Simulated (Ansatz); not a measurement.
Crystals of one structure type (bcc (W type)) and one family of elements, relaxed and computed with r²SCAN in the plane-wave PAW code Ansatz.

```csv
crystal,V (Å³/atom),B₀ by P(V) fit (GPa)
Li,21.02,13.1
Na,37.67,7.7
K,76.39,3.4
Rb,94.93,?
Cs,123.11,1.9
```

Task: Fit a straight line to ln B₀ against ln V and predict the withheld value.

Result: Least squares on the 4 shown rows: ln B₀ = -1.10 × ln V + (5.971), with a scatter of 4 %. For Rb this gives 2.6. The run itself gave 2.6, within the scatter.

All cells were relaxed under the symmetry of their starts (and spin orders); stability against distortions was not tested throughout. Scalar-relativistic: spin–orbit coupling is off unless named, which matters more the heavier the elements.

Potentials: the later of the program's two PAW sets.
